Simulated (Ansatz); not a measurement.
Here is the system:

VBiO4:
```
VBiO4
1.0
   -2.55350     2.55350     5.78910
    2.55350    -2.55350     5.78910
    2.55350     2.55350    -5.78910
Bi V O
2 2 8
Direct
  0.75000   0.25000   0.50000
  0.00000   0.00000   0.00000
  0.25000   0.75000   0.50000
  0.50000   0.50000   0.00000
  0.57870   0.96883   0.88922
  0.71883   0.32961   0.89013
  0.07961   0.68948   0.11078
  0.43948   0.82870   0.10987
  0.17130   0.28117   0.61078
  0.03117   0.92039   0.60987
  0.67039   0.56052   0.38922
  0.31052   0.42130   0.39013
```

This is the PBEsol-relaxed structure. x, y and z are the axes in which the lattice vectors are written.

Task: All from the program Ansatz at the PBEsol level (PAW), unless another level is named. Predict the hole effective mass.

Result: 0.59, 1.5, 3.9 mₑ (principal values).

Task: And the formation energy from the elements (no fitted shifts)?

Result: -190 kJ/mol of atoms.

Task: What about the valence-band maximum?

Result: off the standard path, at k = (0.016, -0.016, 0.344) in fractions of the reciprocal vectors.

Space group I4_1/a. The PBEsol relaxation kept the symmetry of its start. The workflow began spin-polarised and lost its moments. No Hubbard U is applied. The references are the lowest solids computed at this level, not always the standard phases (solids in place of the gases). Spin–orbit coupling is left out wherever it is not named.

Potentials: the later of the program's two PAW sets.

Edges and masses are those of Kohn–Sham bands, whose gap is no quasiparticle gap.
